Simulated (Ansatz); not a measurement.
Ag:
```yaml
crystal:
  lattice:
    - [0.00000, 3.10907, 3.10907]
    - [3.10907, 0.00000, 3.10907]
    - [3.10907, 3.10907, 0.00000]
  atoms:
    - { symbol: Ag, position: [0.00000, 0.00000, 0.00000] }
    - { symbol: Ag, position: [0.25000, 0.25000, 0.25000] }
```

Relaxed with PBE. Special points in fractions of this cell's reciprocal vectors: Γ (0.000, 0.000, 0.000); X (0.500, 0.000, 0.500); U (0.625, 0.250, 0.625); K (0.375, 0.375, 0.750); L (0.500, 0.500, 0.500); W (0.500, 0.250, 0.750).

Problem. List the band energies nearest the Fermi level at these points for the program Ansatz at the PBE level (PAW).

Solution. In eV from the Fermi level; about four levels below and three above (degenerate sets whole), none deeper than 8.9 eV; … stands for higher levels left out; points with the same levels are listed once.

```
k                          below                above
-  -----------------------------  -------------------
Γ  -3.24 -3.24 -3.24 -2.70 -2.70       8.40 8.40 8.40
X        -3.50 -3.50 -2.63 -2.63  0.07 0.07 3.44 3.44
U        -3.44 -2.60 -2.50 -0.06       0.51 1.75 4.14
L        -2.74 -2.74 -0.96 -0.59          6.07 6.07 …
W        -3.56 -3.56 -2.51 -2.51  0.38 0.38 2.30 2.30
```

Space group Fd-3m (diamond). The start of the workflow was typed in or built on a structure type; neither database checked (COD, Materials Project) lists it. It is not the phase usual at ambient conditions (space group No. 225). The PBE relaxation kept the symmetry of its start; whether a distortion lowers the energy is not shown. No spin polarisation was allowed. Scalar-relativistic: spin–orbit coupling is off unless named, which matters more the heavier the elements.

Potentials: the earlier of the program's two PAW sets.
